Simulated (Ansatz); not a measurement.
**Structure map: energy, volume and gap of polymorphs**

Relaxing one composition in several structure types shows which are competitive, which pressure would favour, and how volume and gap change with structure.

The reference row is CoSi2, fluorite or antifluorite type. The reference is the lowest phase computed, which need not be the stable form in nature.

Computed with Ansatz, a plane-wave PAW program. energy: PBE, total energy at 0 K with the change to a 700 eV cutoff added (comparable within one formula alone); volume per atom: PBE, relaxed cell; gap: PBE.

Definitions used: ΔE = E − E_ref; ΔV = V − V_ref; temperature scale ΔE/k_B = 11.605 K/meV × ΔE.

```tsv
crystal	E (eV/atom)	V (Å³/atom)	gap (eV)	ΔE (meV/atom)	ΔV (Å³/atom)	ΔE/k_B (K)
CoSi2, fluorite or antifluorite type, reference	−2133.058	12.83	0.00	0.0	0.00	0
CoSi2, AlB2 type, P6/mmm	−2132.277	12.52	0.00	781.0	−0.31	9100
CoSi2, C49 type, Cmcm	−2132.619	12.03	0.00	439.0	−0.80	5100
CoSi2, C54 type, Fddd	−2132.684	11.97	0.00	374.0	−0.86	4300
```

Model phases, started by placing the elements on a structure type or from a typed cell, with no claim that they are known: CoSi2, AlB2 type, P6/mmm; CoSi2, C49 type, Cmcm; CoSi2, C54 type, Fddd. Magnetic states: CoSi2, AlB2 type, P6/mmm ferromagnetic, as set for this run. Run without spin polarisation: CoSi2, fluorite or antifluorite type, CoSi2, C49 type, Cmcm, CoSi2, C54 type, Fddd. No gap (0.00) means none at this level, which can close a small real gap. Spin–orbit coupling is left out unless named.

For CoSi2, AlB2 type, P6/mmm, step by step:

ΔE = 1000 × (−2132.277 − (−2133.058)) = 781.0 meV/atom; ΔV = 12.52 − 12.83 = −0.31 Å³/atom; ΔE/k_B: 11.605 × 781.0 = 9100 K.

Ranking by ΔE, lowest first: CoSi2, fluorite or antifluorite type (0.0 ± 5.0), CoSi2, C54 type, Fddd (374.0 ± 5.0), CoSi2, C49 type, Cmcm (439.0 ± 5.0), CoSi2, AlB2 type, P6/mmm (781.0 ± 5.0). The ± follows from allowances picked for this note (energy 0.004 eV/atom, 3 meV/atom on the figure itself), carried to first order and added in quadrature, each row's own inputs moving alone; ≈ joins neighbours closer than their two ± added in quadrature.

Wanted are low ΔE and low volume per atom; no other row betters these on both counts: CoSi2, fluorite or antifluorite type (0.0, 12.83); CoSi2, C54 type, Fddd (374.0, 11.97). The reference is on the front.

Denser than the reference, so favoured by pressure; with fixed volumes the enthalpies cross at P ≈ 0.1602 ΔE/|ΔV|: CoSi2, C54 type, Fddd 0.1602 × 374.0/0.86 = 70 GPa, CoSi2, C49 type, Cmcm 0.1602 × 439.0/0.80 = 88 GPa, CoSi2, AlB2 type, P6/mmm 0.1602 × 781.0/0.31 = 400 GPa. Each is against the reference alone, so another phase may come first, and differences in compressibility move them.

Vibrational free energy is left out, and phases that were not computed could lie lower. Rows are a sample of the computed phases of this formula. Limits of the draw: a spread of over 30 meV/atom, none over 0.9 eV/atom above the reference, within 8 meV/atom of the lowest or within 3 meV/atom of a neighbour. As a rule kept out of such tables: 4f compounds, open-shell compounds run without a Hubbard term, cells found unstable in the tests at hand, cells close to a higher symmetry, and runs set to a pressure or over 12 % in volume from the crystal's fullest run.
